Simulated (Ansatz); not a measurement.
WSi2 (MoSi2 type, space group I4/mmm)

```xyz
3
Lattice="-1.6147 1.6147 3.9339 1.6147 -1.6147 3.9339 1.6147 1.6147 -3.9339" Properties=species:S:1:pos:R:3 pbc="T T T"
W      0.0000     0.0000     0.0000
Si     0.0000     0.0000     2.6324
Si     0.0000     0.0000     5.2354
```

Two-dimensional scan of atom 1 (W, nearest neighbour Si at 2.628 Å; its periodic images, 3.2 Å or more away, move with it): u runs along (0.707, 0.707, 0.000), v along (0.000, 0.000, 1.000) (Cartesian). Cell and other atoms are fixed.

These are PBE (plane waves to 420 eV, PAW, scalar-relativistic; Ansatz, a first-principles code) values and carry that method's errors. k mesh 16×16×16 (Γ-centred), Fermi-Dirac smearing 0.05 eV. Energies are smeared free energies. With partly filled bands, energies and forces of such displacements shift with the k mesh and the smearing. Spin-orbit coupling is left out, though W is heavy. The PAW data are Ansatz's earlier set. WSi2 is run without spin polarisation. WSi2 was relaxed with its symmetry unable to fall. The last digit holds for this mesh only.

Changes of ΔE (eV/cell) from the point u = 0.000 Å, v = 0.000 Å when one coordinate moves alone (two changes are said to add if the coupling is within 5 % of the smaller one, nearly so within 20 %):

| point | change |
|---|---|
| u = 0.000 Å, v = -0.390 Å | 1.1626 |
| u = 0.000 Å, v = -0.195 Å | 0.2709 |
| u = -0.390 Å, v = 0.000 Å | 0.9288 |
| u = -0.195 Å, v = 0.000 Å | 0.2021 |
| u = 0.195 Å, v = 0.000 Å | 0.2021 |
| u = 0.390 Å, v = 0.000 Å | 0.9288 |
| u = 0.000 Å, v = 0.195 Å | 0.2709 |
| u = 0.000 Å, v = 0.390 Å | 1.1626 |

**Question.** What is the change at u = 0.195 Å, v = 0.390 Å, where both move, and how far is it from the sum?

**Answer.** The sum of the single changes is 0.2021 + (1.1626) = 1.3647; the calculation gives 1.4166, so the coupling contributes 0.0519 (over 20 % of the smaller single change, not additive).

**Question.** What is the change at u = -0.195 Å, v = -0.195 Å, where both move, and how far is it from the sum?

**Answer.** The sum of the single changes is 0.2021 + (0.2709) = 0.4730; the calculation gives 0.4877, so the coupling contributes 0.0147 (under 20 % of the smaller single change, nearly additive).

**Question.** Do the two effects add at u = -0.390 Å, v = 0.195 Å? Give the computed change.

**Answer.** The sum of the single changes is 0.9288 + (0.2709) = 1.1997; the calculation gives 1.2678, so the coupling contributes 0.0681 (over 20 % of the smaller single change, not additive).

(For displaced atoms, the force is minus the slope of the energy, and its curvature is a force constant, which sets phonon frequencies.)
